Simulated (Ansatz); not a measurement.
BP (rock salt, Fm-3m), a = b = c = 4.3186 Å, α = β = γ = 90.00°; the cell used has 2 atoms.

Relaxed with PBE.

Question: Which orbitals make up the states near the Fermi level in PBE in the plane-wave PAW code Ansatz?

Answer: Within 0.5 eV of the Fermi level: B 2p 42 %, P 3p 32 %, B 2s 13 %, P 3s 9 %. Projections are on Löwdin-orthogonalised atomic valence shells; empty p or d shells of many metals are not among them.

Question: Tabulate the density of states.

Answer: States/eV per cell of 2 atoms, in 0.25 eV bins, energy from the Fermi level.

```tsv
E (eV)	total	P 3p	B 2p	B 2s
-7.85	0.54	0.25	0.13	0.09
-7.60	0.49	0.22	0.12	0.08
-7.35	0.52	0.24	0.13	0.08
-7.10	0.55	0.25	0.14	0.09
-6.85	0.55	0.25	0.15	0.08
-6.60	0.57	0.26	0.16	0.08
-6.35	0.58	0.26	0.17	0.08
-6.10	0.59	0.27	0.18	0.08
-5.85	0.60	0.28	0.18	0.08
-5.60	0.62	0.28	0.19	0.08
-5.35	0.64	0.29	0.21	0.08
-5.10	0.65	0.30	0.22	0.08
-4.85	0.68	0.31	0.23	0.07
-4.60	0.71	0.33	0.25	0.07
-4.35	0.79	0.37	0.29	0.07
-4.10	0.83	0.40	0.32	0.06
-3.85	0.80	0.38	0.31	0.06
-3.60	0.76	0.36	0.30	0.05
-3.35	0.73	0.35	0.29	0.05
-3.10	0.70	0.33	0.28	0.04
-2.85	0.67	0.31	0.27	0.04
-2.60	0.65	0.30	0.26	0.05
-2.35	0.65	0.29	0.26	0.05
-2.10	0.63	0.27	0.25	0.06
-1.85	0.62	0.26	0.25	0.06
-1.60	0.61	0.25	0.24	0.06
-1.35	0.61	0.24	0.24	0.07
-1.10	0.60	0.23	0.24	0.07
-0.85	0.61	0.22	0.24	0.08
-0.60	0.60	0.21	0.24	0.08
-0.35	0.61	0.20	0.24	0.09
-0.10	0.65	0.21	0.26	0.09
0.15	0.79	0.26	0.34	0.10
0.40	0.82	0.25	0.38	0.10
0.65	0.77	0.21	0.37	0.09
0.90	0.68	0.19	0.31	0.08
1.15	0.67	0.21	0.28	0.08
1.40	0.67	0.24	0.26	0.07
1.65	0.67	0.24	0.26	0.06
1.90	0.69	0.23	0.28	0.06
2.15	0.65	0.19	0.29	0.05
2.40	0.61	0.16	0.29	0.04
2.65	0.47	0.13	0.22	0.03
2.90	0.44	0.13	0.17	0.02
3.15	0.47	0.16	0.16	0.03
3.40	0.47	0.18	0.13	0.03
3.65	0.49	0.19	0.12	0.04
3.90	0.54	0.20	0.13	0.04
4.15	0.56	0.20	0.13	0.05
4.40	0.58	0.20	0.14	0.05
4.65	0.59	0.20	0.14	0.05
```

The start of the workflow was typed in or built on a structure type; neither database checked (COD, Materials Project) lists it. It is not the phase usual at ambient conditions (space group No. 216). Symmetry was held in the PBE relaxation; whether a distortion lowers the energy is not shown. Its formation energy is positive at this level, so the cell may be metastable or incomplete.

Potentials: the earlier of the program's two PAW sets.
